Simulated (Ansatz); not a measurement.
BN (h-BN type, space group P6_3/mmc)

```yaml
crystal:
  lattice:
    - [2.50644, 0.00000, 0.00000]
    - [-1.25322, 2.17064, 0.00000]
    - [0.00000, 0.00000, 6.61469]
  atoms:
    - { symbol: B, position: [0.33333, 0.66667, 0.25000] }
    - { symbol: B, position: [0.66667, 0.33333, 0.75000] }
    - { symbol: N, position: [0.33333, 0.66667, 0.75000] }
    - { symbol: N, position: [0.66667, 0.33333, 0.25000] }
```

The volume is varied about the relaxed value V₀ at fixed cell shape. Symmetry pins the atoms to their sites.

Level of theory: PBE-D3(BJ) (plane waves to 420 eV, PAW, scalar-relativistic; Ansatz, a quantum-chemistry and plane-wave program). k mesh 15×15×5 (Γ-centred), Fermi-Dirac smearing 0.05 eV. Energies are smeared free energies. Stress and pressure are positive under compression. With the shape held, the modulus is that of even scaling; a crystal free to change shape is softer. BN was relaxed with its symmetry unable to fall. ΔE is measured from the relaxed starting cell.

```tsv
V (Å³/atom)	ΔE (meV/atom)
8.097	80.0
8.322	43.1
8.547	18.4
8.772	4.4
8.997	0.0
9.222	4.1
9.447	withheld
9.672	34.2
9.897	58.7
```

Fit a third-order Birch-Murnaghan form (E₀, V₀, B₀, B₀′ free) to the given rows and predict ΔE at V = 9.447.

Least squares on the 8 given rows: ΔE = E₀ + (9V₀B₀/16)·y²·[2 + (B₀′ − 4)y], y = (V₀/V)^(2/3) − 1, with V₀ = 8.997 Å³/atom, B₀ = 242.2 GPa (160.2 GPa = 1 eV/Å³; the term in eV is multiplied by 1000), B₀′ = 3.65, E₀ = -0.01 meV/atom; root-mean-square residual 0.03 meV/atom. At 9.447 the fit gives 15.8 meV/atom; the calculation gives 15.8 meV/atom, the same to the digits shown. For the pressure the fit gives -10.8 GPa against the computed -10.8 GPa.

(Under strain, the slope of the energy per volume gives the stress and its curvature an elastic modulus.)
